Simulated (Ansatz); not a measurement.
Pb: stationary points along a deformation path

Theory: Ansatz, DFT PBEsol, scalar-relativistic, plane waves, PAW. The runs took a 420 eV cutoff, a Γ-centred 18×18×18 mesh and Gaussian smearing (0.15 eV). Spin–orbit coupling is left out, which can shift energies with elements as heavy as these. No spin polarisation. Energies are free energies at this smearing, counted from the undisturbed cell; pressure is positive in compression.

Zero of the scan (as given, not relaxed at this level; it stands at -0.2 GPa):

```
Pb
1.0
     0.00000    2.46980    2.46980
     2.46980    0.00000    2.46980
     2.46980    2.46980    0.00000
Pb
1
Direct
  0.00000 0.00000 0.00000
```

At fixed volume and fractional coordinates, lengths along (0.577, 0.577, 0.577) are scaled against those across it; ρ is that ratio over its starting value. V = 30.131 Å³/atom. Δσ is the stress along the axis less the mean stress across it (compression positive).

| ρ | ΔE (meV/atom) | Δσ (GPa) | space group |
| --- | --- | --- | --- |
| 0.500 | 215.3 | 0.00 | Pm-3m |
| 0.600 | 197.0 | 0.95 | R-3m |
| 0.710 | 161.3 | 3.28 | R-3m |
| 0.850 | 51.4 | 4.85 | R-3m |
| 0.930 | 8.8 | 2.24 | R-3m |
| 1.000 | 0.0 | 0.00 | Fm-3m |
| 1.080 | 11.7 | -2.98 | R-3m |
| 1.200 | 86.5 | -8.29 | R-3m |
| 1.410 | 342.8 | -16.89 | R-3m |
| 1.700 | 895.6 | -30.24 | R-3m |
| 2.000 | 1729.9 | -53.73 | R-3m |

Question: How does the stress give the slope of the energy, and where is the energy stationary?

Answer: Along the path d ln(length) is 2/3 d ln ρ on the axis and −1/3 d ln ρ across it, so dE/d ln ρ = −(2/3) V Δσ: the energy falls with ρ where Δσ is positive. Δσ vanishes or changes sign at ρ = 0.500 (Pm-3m, an end of the scan), at 215.3 meV/atom; at ρ = 1.000 (Fm-3m), a minimum at 0.0 meV/atom. Pairs of stationary points between two samples would go unseen, and could change a minimum read from distant neighbours into a maximum. At ρ = 0.500, 1.000 the cell is cubic, where symmetry alone makes the stress isotropic and the slope zero.

Question: Which shear constant sets the curvature at ρ = 1?

Answer: For a cubic crystal E/V = (2/3) C (ln ρ)² with C = C44, so Δσ = −2C ln ρ. The parabola of Δσ against ln ρ through ρ = 0.930, 1 and 1.080 gives C ≈ 17.3 GPa with the ions clamped, rough because the steps are large.

In a metal these slopes depend on the k mesh and the smearing.